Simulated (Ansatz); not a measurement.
## Calculated electric field gradients for MgSc2V2O8

The cell is a Materials Project structure (computed, not necessarily an observed phase), ions relaxed with PBE at fixed cell.

```yaml
crystal:
  lattice:
    - [4.93459, 0.00000, 0.00000]
    - [-1.09910, 4.84522, 0.00000]
    - [-1.93464, -2.39411, 7.10229]
  atoms:
    - { symbol: Mg, position: [0.73398, 0.98120, 0.96462] }
    - { symbol: Sc, position: [0.41179, 0.66257, 0.32426] }
    - { symbol: Sc, position: [0.56833, 0.31705, 0.63555] }
    - { symbol: V, position: [0.92825, 0.17889, 0.35691] }
    - { symbol: V, position: [0.06915, 0.81785, 0.63732] }
    - { symbol: O, position: [0.72060, 0.44952, 0.42140] }
    - { symbol: O, position: [0.20103, 0.97233, 0.42157] }
    - { symbol: O, position: [0.41801, 0.08649, 0.80075] }
    - { symbol: O, position: [0.88421, 0.71154, 0.80105] }
    - { symbol: O, position: [0.26502, 0.53914, 0.56096] }
    - { symbol: O, position: [0.79644, 0.02081, 0.56105] }
    - { symbol: O, position: [0.62210, 0.86778, 0.17413] }
    - { symbol: O, position: [0.05191, 0.30735, 0.17376] }
```

Atom numbers follow the list; atoms alike are taken as one site, whose name carries the number of the first.

All values are calculated (Ansatz; DFT, PBE, plane waves and PAW, scalar-relativistic, collinear spin, 420 eV cutoff, Γ-centred 5×5×4 k-points, Fermi–Dirac smearing 0.02 eV), not measured. Start moments as typed (μB): 1 on each V, none on the rest.

V_zz is the principal component of the electric field gradient with the largest magnitude, η = (V_xx − V_yy)/V_zz and C_Q = eQV_zz/h.

²⁵Mg: I = 5/2, Q = 199.4 mb; 45Sc: I = 7/2, Q = -220.0 mb; ⁵¹V: I = 7/2, Q = -52.00 mb; O-17: I = 5/2, Q = -25.58 mb. Nuclear quadrupole moments: year-2017 set (Pyykkö).

Q: Give the quadrupolar parameters of the distinct sites.

A: 

```json
{"site": "Mg", "atoms (order as listed)": "1", "first shell": "4 O at 2.00–2.01 Å; also 2 O at 3.26–3.27 Å", "V_zz (10²¹ V/m²)": "1.56", "η": "0.69", "C_Q (MHz)": "7.52"}
{"site": "Sc2", "atoms (order as listed)": "2", "first shell": "6 O at 2.05–2.30 Å", "V_zz (10²¹ V/m²)": "-4.12", "η": "0.40", "C_Q (MHz)": "21.9"}
{"site": "Sc3", "atoms (order as listed)": "3", "first shell": "6 O at 2.08–2.17 Å", "V_zz (10²¹ V/m²)": "-4.01", "η": "0.18", "C_Q (MHz)": "21.4"}
{"site": "V4", "atoms (order as listed)": "4", "first shell": "6 O at 1.87–2.11 Å", "V_zz (10²¹ V/m²)": "6.73", "η": "0.04", "C_Q (MHz)": "-8.46"}
{"site": "V5", "atoms (order as listed)": "5", "first shell": "6 O at 1.85–2.18 Å", "V_zz (10²¹ V/m²)": "-4.80", "η": "0.27", "C_Q (MHz)": "6.04"}
{"site": "O6", "atoms (order as listed)": "6", "first shell": "2 V at 1.91–2.18 Å, 2 Sc at 2.13–2.16 Å", "V_zz (10²¹ V/m²)": "-2.15", "η": "0.78", "C_Q (MHz)": "1.33"}
{"site": "O7", "atoms (order as listed)": "7", "first shell": "2 V at 1.91–2.18 Å, 2 Sc at 2.13–2.17 Å", "V_zz (10²¹ V/m²)": "-2.16", "η": "0.78", "C_Q (MHz)": "1.34"}
{"site": "O8", "atoms (order as listed)": "8", "first shell": "1 V at 1.85 Å, 1 Mg at 2.00 Å, 1 Sc at 2.08 Å", "V_zz (10²¹ V/m²)": "2.56", "η": "0.92", "C_Q (MHz)": "-1.58"}
{"site": "O9", "atoms (order as listed)": "9", "first shell": "1 V at 1.85 Å, 1 Mg at 2.01 Å, 1 Sc at 2.08 Å", "V_zz (10²¹ V/m²)": "2.55", "η": "0.90", "C_Q (MHz)": "-1.58"}
{"site": "O10", "atoms (order as listed)": "10", "first shell": "2 V at 1.92–2.11 Å, 2 Sc at 2.10–2.30 Å; also 1 Mg at 3.27 Å", "V_zz (10²¹ V/m²)": "2.74", "η": "0.14", "C_Q (MHz)": "-1.69"}
{"site": "O11", "atoms (order as listed)": "11", "first shell": "2 V at 1.92–2.11 Å, 2 Sc at 2.10–2.30 Å; also 1 Mg at 3.26 Å", "V_zz (10²¹ V/m²)": "2.73", "η": "0.15", "C_Q (MHz)": "-1.69"}
{"site": "O12", "atoms (order as listed)": "12", "first shell": "1 V at 1.87 Å, 1 Mg at 2.00 Å, 1 Sc at 2.05 Å", "V_zz (10²¹ V/m²)": "-1.83", "η": "0.39", "C_Q (MHz)": "1.13"}
{"site": "O13", "atoms (order as listed)": "13", "first shell": "1 V at 1.87 Å, 1 Mg at 2.01 Å, 1 Sc at 2.05 Å", "V_zz (10²¹ V/m²)": "-1.83", "η": "0.37", "C_Q (MHz)": "1.13"}
```

At O10 and O11 V_zz points along its shortest bond, to V (within 11°) in each case.

With a gap of 0.15 eV under a smearing of 0.02 eV the band edges are partly filled, so small gradients can hang on the smearing and the k-mesh. All moments are parallel here, as the start or the cell imposes; many such compounds order antiparallel, where fields and spin densities carried over to other atoms largely cancel. The magnetic order is the one that the run reached from its start moments, not necessarily the measured one.
